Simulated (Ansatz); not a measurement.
WO3:
Space group P-42₁m (No. 113); a = 7.572 Å, b = 7.572 Å, c = 3.878 Å, α = 90.00°, β = 90.00°, γ = 90.00°

| atom | site | symmetry | x | y | z |
|---|---|---|---|---|---|
| W | 4e | ..m | 0.7320 | 0.2320 | 0.0548 |
| O | 4e | ..m | 0.2444 | 0.2556 | 0.4893 |
| O | 8f | 1 | 0.2508 | 0.0056 | 0.0041 |

Relaxed with PBEsol. The program Ansatz at the PBEsol level (PAW) gives a gap of 1.17 eV.

Problem. What gap does HSE06 give on the same cell (Ansatz, PAW)?

Solution. 2.38 eV, 1.21 eV more. The hybrid was solved on a coarser mesh and at special points; its gap is the smallest among all of these.

```tsv
k	v1 PBEsol	c1 PBEsol	v1 HSE06	c1 HSE06
Γ	-0.01	1.17	-0.01	2.38
Z	0.00	1.20	[?]	[?]
M	-0.73	3.14	[?]	[?]
A	-0.52	3.69	[?]	[?]
R	-0.14	2.93	[?]	[?]
X	-0.63	1.71	-0.67	2.93
```

Problem. Top valence (v1) and lowest conduction level (c1) in eV from each method's valence maximum (which need not be a listed point): supply the withheld HSE06 values.

Solution. 
- Z, v1 HSE06: 0.00
- Z, c1 HSE06: 2.41
- R, v1 HSE06: -0.17
- R, c1 HSE06: 4.23
- A, v1 HSE06: -0.57
- A, c1 HSE06: 5.10
- M, v1 HSE06: -0.77
- M, c1 HSE06: 4.46

Cost on shared cores: the PBEsol run (SCF on a 4×4×7 mesh, then bands and DOS) roughly 10 core-minutes, the HSE06 run (SCF on 2×2×4, then a few points) about 8 core-minutes (a rough figure); the tasks are unlike.

Space group P-42_1m. The workflow started from a Materials Project entry (that database holds measured and hypothetical structures alike); the Crystallography Open Database copy checked does not list it. COD files the formula under space group No. 2, 14, 62, 129, 130, 191, so this cell is another polymorph or a model. Its standing as an ambient phase is unchecked. The PBEsol relaxation kept the symmetry of its start; whether a distortion lowers the energy is not shown. The run is not spin-polarised. No Hubbard U is applied. Spin–orbit coupling is left out wherever it is not named.

Potentials: the later of the program's two PAW sets.
